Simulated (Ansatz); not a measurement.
V (bcc (W type), Im-3m) at seven volumes, plane-wave PAW PBEsol (Ansatz code), scaled uniformly. One row is withheld.

```csv
V (Å³/atom),P (GPa)
11.776,22.19
12.164,?
12.553,6.36
12.941,0.00
13.329,-5.49
13.717,-10.25
14.105,-14.36
```

**Question.** Fit the shown pressures and predict the withheld one.

**Answer.** P = (3/2)B₀(x^(7/2) − x^(5/2))[1 + (3/4)(B′ − 4)(x − 1)] with x = (V₀/V)^(2/3). Least squares on the six rows gives V₀ = 12.941 Å³/atom, B₀ = 197 GPa, B′ = 3.80. At V = 12.164, x = 1.0421 and P = 13.72 GPa. The run itself gave 13.72 GPa.

Symmetry was held in the PBEsol relaxation. The workflow began spin-polarised and lost its moments. The volume moved by 22 % from the start of the relaxation.

Potentials: the later of the program's two PAW sets.
